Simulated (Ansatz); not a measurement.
The start is a relaxed Te2Mo cell, doubled along one cell vector, shaken by Gaussian noise of σ = 0.08 Å a coordinate. The cell and all atomic positions are relaxed at zero pressure with r2SCAN (plane waves to 500 eV, PAW, scalar-relativistic; Ansatz, a program for electronic structure). First-step values are on the input's coarse k-mesh.

Ansatz input (later rounds restart from its end on a renewed k-mesh):
Ansatz 0.2 input:
```yaml
crystal:
  lattice:
    - [4.4391341285, 0, 0]
    - [0, 4.4391341285, 0]
    - [0, 0, 14.5763062132]
  atoms:
    - { symbol: Mo, position: [0.0225757108, 0.4905304967, 0.3596487074] }
    - { symbol: Mo, position: [0.0297210416, 0.476469962, 0.867539793] }
    - { symbol: Mo, position: [0.5178977268, 0.0035775661, 0.1407547069] }
    - { symbol: Mo, position: [0.4770349186, 0.0324362504, 0.6343029466] }
    - { symbol: Te, position: [0.0285768182, -0.0107539442, 0.2602431423] }
    - { symbol: Te, position: [0.0044838832, 0.0022674088, 0.7392580968] }
    - { symbol: Te, position: [-0.0253904192, 0.5403664967, 0.0544916961] }
    - { symbol: Te, position: [0.0048868787, 0.5219309452, 0.5437187478] }
    - { symbol: Te, position: [0.516714313, 0.0049975594, 0.4447589269] }
    - { symbol: Te, position: [0.5040789258, 0.0085939975, 0.9530092394] }
    - { symbol: Te, position: [0.5292722119, 0.5015049779, 0.2515825653] }
    - { symbol: Te, position: [0.4878879306, 0.5006660149, 0.7589269678] }
basis: { ecutwfc: 500, ecutrho_ratio: 4, xc_grid: 4, fft_grid_basis: typed }
kpoints: { mp_grid: { grid: [5, 5, 2] } }
hamiltonian:
  xc: r2scan
  dispersion: none
  pseudopotentials: { azcp: { folder: ./paw }, kind: paw }
scf: { occupations: { method: fermi_dirac, width: 0.05 } }
relax: { f_tol: 0.01, max_steps: 100, cell: { stress_tol: 0.02 } }
output: { forces: true, stress: true }
```

```yaml
largest_initial_force: about 1.9 eV/Å, on Te12 (atoms numbered as listed)
energy_released: 0.51 eV/atom
volume_change: -0.7 %, from 23.94 to 23.76 Å³/atom
relative_to_the_parent: "It does not go back: it reaches P2₁/m (No. 11), 0.45 eV/atom below the parent"
band_gap_at_the_end: no gap (metallic)
optimiser_moves: 19
```

Final structure:

Space group P2₁/m (No. 11); a = 5.339 Å, b = 3.710 Å, c = 7.603 Å, α = γ = 90.00°, β = 108.75°

```json
[
 {"atom": "Mo", "site": "2e", "symmetry": "m", "x": "0.1428", "y": "0.2500", "z": "0.2826"},
 {"atom": "Te", "site": "2e", "symmetry": "m", "x": "0.7207", "y": "0.2500", "z": "0.4303"},
 {"atom": "Te", "site": "2e", "symmetry": "m", "x": "0.2643", "y": "0.7500", "z": "0.0528"}
]
```

Final values are on a 9×13×7 k-mesh of the relaxed cell. No spin polarisation in the result.

Of the parent cell (P4/nmm (No. 129)): it is a generated cell of Te2Mo: the first start was made by a random draw of sites in a space group, and the end was not matched to a known phase here, so it may be hypothetical. Known forms of Te2Mo include space group No. 194.

The first start was generated by a random draw of sites in a space group. A measured structure of Te2Mo has the same space group, P2₁/m (No. 11); the sites were not compared with it. Another known form has space group No. 194.
